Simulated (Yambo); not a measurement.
A G0W0@PBEsol run in Yambo for Na₃MoO₃F₃ (space group R3, No. 146) (2×2×2 Γ-centred k mesh, bands 5 to 203 and a 7 Ry block in the screening, 203 bands in G with the Bruneval-Gonze terminator, plasmon pole fitted at 27.2 eV) gives these matrix elements, in eV, at the band edges (L → Z):

| state | E0 | <Vxc> | <Σx> | <Σc(E0)> | Z |
|---|---|---|---|---|---|
| valence edge | 0.000 | -19.398 | -24.708 | 3.772 | 0.791 |
| conduction edge | 4.085 | -18.068 | -12.529 | -3.223 | 0.831 |

Task: Solve the linearised quasiparticle equation for both states, give the gap, and say how exchange and correlation each act on it.

Result: E = E0 + Z(Σx + Σc − Vxc). Valence: 0.000 + 0.791 × (-24.708 + (3.772) − (-19.398)) = -1.22 eV. Conduction: 4.085 + 0.831 × (-12.529 + (-3.223) − (-18.068)) = 6.01 eV. The gap is 7.23 eV, against 4.09 eV in PBEsol. Replacing Vxc by bare exchange alone would open it by 10.85 eV; correlation takes back 6.99 eV of that, and Z scales what is left. Nearest settings tried, and what they do to the gap: 88 bands in G: +44 meV. Not varied: bands in W, block, mesh. So the settings aren't converged at that level. The k mesh is coarse. Spin-orbit splittings are left out.

Geometry of the Materials Project entry, not relaxed at this level; primitive cell a = b = c = 5.8061 Å, α = β = γ = 57.29°.
